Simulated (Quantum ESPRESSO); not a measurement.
## Hf3NbNO7 (finding a planted mistake in a log)

A calculation, not a measurement. The program is pw.x of Quantum ESPRESSO 7.5 (plane-wave density functional theory). The cell is made up: 12 atoms on a rutile lattice, with randomly drawn elements, strain and displacements, not relaxed. PseudoDojo standard norm-conserving files (v0.5 for PBE, v0.4.1 for LDA and PBEsol) set the functional; there is no spin polarisation, spin-orbit coupling or dispersion term, and the masses in the input are unused placeholders.

The hafnium pseudopotential is less sure than the others, with forces about 3 percent (worst 6) and pressure in oxides about 1.5 GPa (worst 2.7) from a second method in checks, which no rerun with the same files tests.

Intended input:

```
&control calculation='scf', pseudo_dir='./dojo.nc.sr.pbe.v0_5.standard.upf', outdir='./o', disk_io='low', tprnfor=.true., tstress=.true. /
&system ibrav=0, nat=12, ntyp=4, nbnd=54, ecutwfc=84.00895049, nosym=.true., tot_charge=0,
 occupations='smearing', smearing='fd', degauss=0.0018374661
/
&electrons conv_thr=7.350e-09, electron_maxstep=60, /
ATOMIC_SPECIES
Hf 1.0 Hf.upf
N 1.0 N.upf
Nb 1.0 Nb.upf
O 1.0 O.upf
CELL_PARAMETERS angstrom
4.8019 -0.0559 -0.0504
-0.0559 4.8056 0.0066
-0.0666 0.0087 6.1907
ATOMIC_POSITIONS angstrom
Hf -0.0795 -0.1162 0.0133
Hf 2.4242 2.3067 1.7227
Hf -0.0858 -0.0099 3.1012
Nb 2.2797 2.2905 4.6247
N 1.4044 1.4035 0.026
O 3.2303 3.3813 -0.1439
O 3.8684 0.7943 1.5401
O 0.9354 3.9788 1.568
O 1.495 1.3718 3.151
O 3.1799 3.4255 3.1032
O 3.7126 0.9022 4.6609
O 0.8326 3.7865 4.6763
K_POINTS automatic
5 5 4 1 1 1
```

The log is shortened where brackets say so; the opening notice, blank lines, dates and the lines on written files are dropped, and the path of the files is cut. It prints rydbergs, bohrs and kilobars, and counts compression as positive stress. Where no state is partly filled, the Fermi energy that it prints is only some level between the filled and the empty states on the mesh, and need not lie in the true gap.

Log of the intended run:

```
     Program PWSCF v.7.5
     Parallel version (MPI & OpenMP), running on       4 processor cores
     Number of MPI processes:                 4
     Threads/MPI process:                     1
     [start-up lines left out]
     bravais-lattice index     =            0
     lattice parameter (alat)  =       9.0754  a.u.
     unit-cell volume          =     963.8036 (a.u.)^3
     number of atoms/cell      =           12
     number of atomic types    =            4
     number of electrons       =        96.00
     number of Kohn-Sham states=           54
     kinetic-energy cutoff     =      84.0090  Ry
     charge density cutoff     =     336.0358  Ry
     scf convergence threshold =      7.3E-09
     mixing beta               =       0.7000
     number of iterations used =            8  plain     mixing
     Exchange-correlation= PBE
                           (   1   4   3   4   0   0   0)
     [axes and pseudopotential details left out]
   Cartesian axes
     site n.     atom                  positions (alat units)
         1        Hf     tau(   1) = (  -0.0165539  -0.0241958   0.0027694  )
         2        Hf     tau(   2) = (   0.5047798   0.4803134   0.3587098  )
         3        Hf     tau(   3) = (  -0.0178657  -0.0020614   0.6457484  )
         4        Nb     tau(   4) = (   0.4746913   0.4769401   0.9629797  )
         5        N      tau(   5) = (   0.2924316   0.2922442   0.0054139  )
         6        O      tau(   6) = (   0.6726303   0.7040723  -0.0299636  )
         7        O      tau(   7) = (   0.8054988   0.1653934   0.3206878  )
         8        O      tau(   8) = (   0.1947740   0.8284869   0.3264973  )
         9        O      tau(   9) = (   0.3112969   0.2856435   0.6561180  )
        10        O      tau(  10) = (   0.6621357   0.7132758   0.6461648  )
        11        O      tau(  11) = (   0.7730573   0.1878609   0.9705174  )
        12        O      tau(  12) = (   0.1733684   0.7884452   0.9737241  )
     number of k points=    50  Fermi-Dirac smearing, width (Ry)=  0.0018
                       cart. coord. in units 2pi/alat
        k(    1) = (   0.1022158   0.1009898   0.0979276), wk =   0.0400000
        k(    2) = (   0.1042487   0.1007470   0.2918895), wk =   0.0400000
     [further k points left out]
     Dense  grid:   100309 G-vectors     FFT dimensions: (  54,  54,  72)
     Estimated max dynamical RAM per process >     306.74 MB
     Estimated total dynamical RAM >       1.13 GB
     Initial potential from superposition of free atoms
     starting charge      95.9921, renormalised to      96.0000
     Starting wfcs are   72 randomized atomic wfcs
     total cpu time spent up to now is        4.1 secs
     per-process dynamical memory:   233.7 Mb
     Self-consistent Calculation
     iteration #  1     ecut=    84.01 Ry     beta= 0.70
     Davidson diagonalization with overlap
     ethr =  1.00E-02,  avg # of iterations =  2.0
     total cpu time spent up to now is       10.3 secs
     total energy              =    -713.71794844 Ry
     estimated scf accuracy    <       5.72407418 Ry
     iteration #  2     ecut=    84.01 Ry     beta= 0.70
     Davidson diagonalization with overlap
     ethr =  5.96E-03,  avg # of iterations =  5.9
     total cpu time spent up to now is       19.8 secs
     total energy              =    -711.46215995 Ry
     estimated scf accuracy    <      28.13343706 Ry
     [iterations 3 to 15 left out]
     iteration # 16     ecut=    84.01 Ry     beta= 0.70
     Davidson diagonalization with overlap
     ethr =  5.31E-11,  avg # of iterations =  5.2
     total cpu time spent up to now is      124.8 secs
     total energy              =    -716.65567428 Ry
     estimated scf accuracy    <       0.00000003 Ry
     iteration # 17     ecut=    84.01 Ry     beta= 0.70
     Davidson diagonalization with overlap
     ethr =  2.77E-11,  avg # of iterations =  2.0
     total cpu time spent up to now is      131.1 secs
     End of self-consistent calculation
     [lines on levels left out]
     the Fermi energy is    11.9038 ev
!    total energy              =    -716.65567428 Ry
     estimated scf accuracy    <          5.0E-09 Ry
     smearing contrib. (-TS)   =      -0.00000000 Ry
     internal energy E=F+TS    =    -716.65567428 Ry
     The total energy is F=E-TS. E is the sum of the following terms:
     one-electron contribution =    -168.53875394 Ry
     hartree contribution      =     136.71671806 Ry
     xc contribution           =    -177.15776244 Ry
     ewald contribution        =    -507.67587596 Ry
     convergence has been achieved in  17 iterations
     Forces acting on atoms (cartesian axes, Ry/au):
     atom    1 type  1   force =     0.10994752    0.05238082   -0.01008324
     atom    2 type  1   force =    -0.05033026   -0.01113103   -0.27498809
     atom    3 type  1   force =     0.06656031   -0.02450209    0.05021770
     atom    4 type  3   force =    -0.07560881   -0.03071032    0.31344196
     atom    5 type  2   force =     0.07281236    0.08645332   -0.08133461
     atom    6 type  4   force =    -0.05276295   -0.08136097    0.02759274
     atom    7 type  4   force =    -0.06938483    0.09033373    0.00208637
     atom    8 type  4   force =     0.01458037   -0.07552442    0.05180511
     atom    9 type  4   force =    -0.04169200   -0.01230154   -0.01781152
     atom   10 type  4   force =     0.01082547   -0.01080277    0.04295732
     atom   11 type  4   force =     0.01312988    0.02822484   -0.05683051
     atom   12 type  4   force =     0.00192293   -0.01105957   -0.04705323
     Total force =     0.517327     Total SCF correction =     0.000156
     Computing stress (Cartesian axis) and pressure
          total   stress  (Ry/bohr**3)                   (kbar)     P=      178.48
   0.00104155   0.00063401   0.00042594          153.22       93.27       62.66
   0.00063401   0.00099768   0.00011683           93.27      146.76       17.19
   0.00042594   0.00011683   0.00160067           62.66       17.19      235.47
     init_run     :      3.90s CPU      4.05s WALL (       1 calls)
     electrons    :    126.70s CPU    126.97s WALL (       1 calls)
     forces       :      1.53s CPU      1.54s WALL (       1 calls)
     stress       :      5.25s CPU      5.37s WALL (       1 calls)
     [timing details left out]
     PWSCF        :   2m17.49s CPU   2m18.06s WALL
     JOB DONE.
```

A second run was made from an input with one planted mistake. Its log:

```
     Program PWSCF v.7.5
     Parallel version (MPI & OpenMP), running on       4 processor cores
     Number of MPI processes:                 4
     Threads/MPI process:                     1
     [start-up lines left out]
     bravais-lattice index     =            0
     lattice parameter (alat)  =       9.0045  a.u.
     unit-cell volume          =     941.4118 (a.u.)^3
     number of atoms/cell      =           12
     number of atomic types    =            4
     number of electrons       =        96.00
     number of Kohn-Sham states=           54
     kinetic-energy cutoff     =      84.0090  Ry
     charge density cutoff     =     336.0358  Ry
     scf convergence threshold =      7.3E-09
     mixing beta               =       0.7000
     number of iterations used =            8  plain     mixing
     Exchange-correlation= PBE
                           (   1   4   3   4   0   0   0)
     [axes and pseudopotential details left out]
   Cartesian axes
     site n.     atom                  positions (alat units)
         1        Hf     tau(   1) = (  -0.0165583  -0.0241973   0.0027702  )
         2        Hf     tau(   2) = (   0.5047864   0.4803162   0.3587209  )
         3        Hf     tau(   3) = (  -0.0178594  -0.0020567   0.6457522  )
         4        Nb     tau(   4) = (   0.4746919   0.4769374   0.9629830  )
         5        N      tau(   5) = (   0.2924248   0.2922569   0.0054145  )
         6        O      tau(   6) = (   0.6726358   0.7040735  -0.0299686  )
         7        O      tau(   7) = (   0.8055009   0.1653940   0.3206935  )
         8        O      tau(   8) = (   0.1947750   0.8285020   0.3265068  )
         9        O      tau(   9) = (   0.3112916   0.2856462   0.6561195  )
        10        O      tau(  10) = (   0.6621426   0.7132865   0.6461719  )
        11        O      tau(  11) = (   0.7730559   0.1878705   0.9705171  )
        12        O      tau(  12) = (   0.1733688   0.7884599   0.9737280  )
     number of k points=    50  Fermi-Dirac smearing, width (Ry)=  0.0018
                       cart. coord. in units 2pi/alat
        k(    1) = (   0.1022164   0.1009910   0.0979277), wk =   0.0400000
        k(    2) = (   0.1042491   0.1007502   0.2918882), wk =   0.0400000
     [further k points left out]
     Dense  grid:    97955 G-vectors     FFT dimensions: (  54,  54,  72)
     Estimated max dynamical RAM per process >     300.29 MB
     Estimated total dynamical RAM >       1.10 GB
     Initial potential from superposition of free atoms
     starting charge      95.9921, renormalised to      96.0000
     Starting wfcs are   72 randomized atomic wfcs
     total cpu time spent up to now is        4.2 secs
     per-process dynamical memory:   229.1 Mb
     Self-consistent Calculation
     iteration #  1     ecut=    84.01 Ry     beta= 0.70
     Davidson diagonalization with overlap
     ethr =  1.00E-02,  avg # of iterations =  2.0
     total cpu time spent up to now is       10.6 secs
     total energy              =    -713.74776748 Ry
     estimated scf accuracy    <       5.64889128 Ry
     iteration #  2     ecut=    84.01 Ry     beta= 0.70
     Davidson diagonalization with overlap
     ethr =  5.88E-03,  avg # of iterations =  5.8
     total cpu time spent up to now is       20.1 secs
     total energy              =    -711.63103149 Ry
     estimated scf accuracy    <      26.52024174 Ry
     [iterations 3 to 15 left out]
     iteration # 16     ecut=    84.01 Ry     beta= 0.70
     Davidson diagonalization with overlap
     ethr =  6.40E-11,  avg # of iterations =  5.0
     total cpu time spent up to now is      123.5 secs
     total energy              =    -716.62310969 Ry
     estimated scf accuracy    <       0.00000002 Ry
     iteration # 17     ecut=    84.01 Ry     beta= 0.70
     Davidson diagonalization with overlap
     ethr =  2.35E-11,  avg # of iterations =  2.9
     total cpu time spent up to now is      130.0 secs
     End of self-consistent calculation
     [lines on levels left out]
     the Fermi energy is    12.3845 ev
!    total energy              =    -716.62310969 Ry
     estimated scf accuracy    <          1.4E-09 Ry
     smearing contrib. (-TS)   =      -0.00000000 Ry
     internal energy E=F+TS    =    -716.62310969 Ry
     The total energy is F=E-TS. E is the sum of the following terms:
     one-electron contribution =    -162.81770255 Ry
     hartree contribution      =     135.26282367 Ry
     xc contribution           =    -177.39929186 Ry
     ewald contribution        =    -511.66893895 Ry
     convergence has been achieved in  17 iterations
     Forces acting on atoms (cartesian axes, Ry/au):
     atom    1 type  1   force =     0.11667514    0.05631098   -0.01129217
     atom    2 type  1   force =    -0.05094144   -0.01077637   -0.29386744
     atom    3 type  1   force =     0.07195979   -0.02375414    0.05693124
     atom    4 type  3   force =    -0.07682093   -0.02877343    0.32273225
     atom    5 type  2   force =     0.07147566    0.08706211   -0.08039831
     atom    6 type  4   force =    -0.05914229   -0.08489227    0.03196270
     atom    7 type  4   force =    -0.07636865    0.09825661   -0.00200097
     atom    8 type  4   force =     0.02332381   -0.08230065    0.05405033
     atom    9 type  4   force =    -0.04966824   -0.02108285   -0.02003377
     atom   10 type  4   force =     0.01089179   -0.00609135    0.04978651
     atom   11 type  4   force =     0.01292311    0.03060948   -0.05908487
     atom   12 type  4   force =     0.00569226   -0.01456811   -0.04878551
     Total force =     0.543714     Total SCF correction =     0.000070
     Computing stress (Cartesian axis) and pressure
          total   stress  (Ry/bohr**3)                   (kbar)     P=      249.34
   0.00147784   0.00068472   0.00046289          217.40      100.73       68.09
   0.00068472   0.00143064   0.00013730          100.73      210.45       20.20
   0.00046289   0.00013730   0.00217651           68.09       20.20      320.18
     init_run     :      3.90s CPU      4.05s WALL (       1 calls)
     electrons    :    125.64s CPU    125.90s WALL (       1 calls)
     forces       :      1.53s CPU      1.54s WALL (       1 calls)
     stress       :      5.29s CPU      5.40s WALL (       1 calls)
     [timing details left out]
     PWSCF        :   2m16.53s CPU   2m17.09s WALL
     JOB DONE.
```

Question: what was wrong in the second input?

Answer: the cell and the positions are scaled by a wrong factor. The input lines that differ, file-writing options aside:

```
- 4.8019 -0.0559 -0.0504
+ 4.7644 -0.0555 -0.05
- -0.0559 4.8056 0.0066
+ -0.0555 4.7681 0.0065
- -0.0666 0.0087 6.1907
+ -0.0661 0.0086 6.1424
- Hf -0.0795 -0.1162 0.0133
+ Hf -0.0789 -0.1153 0.0132
- Hf 2.4242 2.3067 1.7227
+ Hf 2.4053 2.2887 1.7093
- Hf -0.0858 -0.0099 3.1012
+ Hf -0.0851 -0.0098 3.077
- Nb 2.2797 2.2905 4.6247
+ Nb 2.2619 2.2726 4.5886
- N 1.4044 1.4035 0.026
+ N 1.3934 1.3926 0.0258
- O 3.2303 3.3813 -0.1439
+ O 3.2051 3.3549 -0.1428
- O 3.8684 0.7943 1.5401
+ O 3.8382 0.7881 1.5281
- O 0.9354 3.9788 1.568
+ O 0.9281 3.9478 1.5558
- O 1.495 1.3718 3.151
+ O 1.4833 1.3611 3.1264
- O 3.1799 3.4255 3.1032
+ O 3.1551 3.3988 3.079
- O 3.7126 0.9022 4.6609
+ O 3.6836 0.8952 4.6245
- O 0.8326 3.7865 4.6763
+ O 0.8261 3.757 4.6398
```

```
                                            intended run  run with the mistake
                          free energy (eV)     -9750.597             -9750.154
                    smearing term -TS (eV)        0.0000                0.0000
                            pressure (GPa)         17.85                 24.93
            largest force component (eV/Å)         8.059                 8.298
largest change of a force component (eV/Å)                               0.485
                                iterations            17                    17
```

For scale, a rerun of the intended cell at 1467 eV and a 7 x 7 x 6 mesh moved values by no more than 0.005 eV in energy, 0.04 GPa in stress and 0.002 eV/Å in force.